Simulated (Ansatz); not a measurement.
A structure of Bi2Te3 relaxed with PBEsol (plane waves to 420 eV, PAW, scalar-relativistic; Ansatz, a program for electronic structure); single points at other levels follow on the same geometry (Ansatz, PAW; HSE06 at 420 eV on a 6×6×6 k-mesh; no spin-orbit coupling). Space group R-3m (No. 166).

Bi2Te3 has the trigonal space group R-3m, hexagonal axes (No. 166), Pearson symbol hR5. Cell: a = b = 4.3823 Å, c = 30.2932 Å, α = β = 90.00°, γ = 120.00°. Bi on 6c is coordinated by 3 Te at 3.061 Å and 3 Te at 3.235 Å (octahedral). Te1 on 3a sees 6 Bi at 3.235 Å (octahedral). Te2 on 6c is coordinated by 3 Bi at 3.061 Å (trigonal pyramidal). (Neighbours: up to the widest gap in distance over summed covalent radii, below 1.35, at either atom; cation-cation and far metal-metal contacts left out.)
(The calculation used a cell of 5 atoms; values per cell refer to that cell.)

```tsv
level	gap (eV)	kind	conduction minimum
PBEsol	0.22	direct	Γ
HSE06	___	–	___
```

Fill in the missing entries.


- HSE06, gap (eV): 0.62
- HSE06, conduction minimum: Γ

No spin polarisation in the result.

The run could not lose the symmetry of its start.
